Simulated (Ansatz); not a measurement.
# EuSb in the zincblende structure

Level of theory: DFT, PBE+U (U_eff = 6 eV on Eu 4f), scalar-relativistic, collinear spin; plane waves to 420 eV with PAW datasets (Ansatz 0.2.0), Γ-centred 8×8×8 mesh, 0.05 eV Gaussian smearing. The datasets are Ansatz's generated set soft_2.

```yaml
crystal:
  lattice:
    - [0.00000, 3.73219, 3.73219]
    - [3.73219, 0.00000, 3.73219]
    - [3.73219, 3.73219, 0.00000]
  atoms:
    - { symbol: Eu, position: [0.00000, 0.00000, 0.00000] }
    - { symbol: Sb, position: [0.25000, 0.25000, 0.25000] }
```

The structure was built from a prototype; whether the compound forms in it isn't claimed.

Magnetic state: ferromagnetic, site spin moments Eu 7.01; Sb 0.45 μB.

The geometry was relaxed with PBE+U and stays fixed; the gap of the first row includes a band path, the others are on their meshes. A negative pressure means that the level wants a smaller cell.

```
                                                                              level  k-mesh  gap (eV)  P (GPa)  largest spin moment (μB)  f electrons (Löwdin)
                                                      PBE+U (U_eff = 6 eV on Eu 4f)   8×8×8     metal      0.0                      7.01                  7.00
PBE+U (U_eff = 6 eV on Eu 4f) with spin–orbit coupling, moments started along [001]   8×8×8     metal      0.0                      6.57                  7.00
                                                      PBE+U (U_eff = 1 eV on Eu 4f)   8×8×8     metal     -1.2                      6.67                  6.80
```

Question: And under PBE+U (U_eff = 7 eV on Eu 4f) (8×8×8): gap, the largest spin moment, pressure?

Answer: Gap zero (metallic), pressure 0.0 GPa, largest spin moment 7.01 μB.

**Reading the ladder.**

To first order a pressure P at this geometry moves the equilibrium volume by ΔV/V ≈ P/B0, with B0 = 18.2 GPa from PBE+U's equation of state: PBE+U (U_eff = 1 eV on Eu 4f) −1.20/18.2 = −6.6 %, about 48.6 Å³/atom (from 51.99). These are estimates, not relaxations, and those over 6 % overshoot where the cell shrinks, since it stiffens.

From U = 1 to 7 eV on Eu the pressure goes from -1.2 to 0.0 GPa, the crystal stays metallic, and the largest spin moment goes from 6.67 to 7.01 μB. A larger U localises the open shell and takes it out of the bonding, so the cell wants to grow.

Site moments are integrated over atomic spheres, and over Gaussian weights of 0.5 Å with spin–orbit coupling, which catches less, so rows with and without it don't compare exactly; the coupling itself also lowers spin moments.

The run wasn't fully tested for a lower electronic state. A U of this size is made for insulators; in a metal, as here, it tends to take f weight out of the bonding and to swell the cell.

Pressures are a third of the stress tensor's trace.
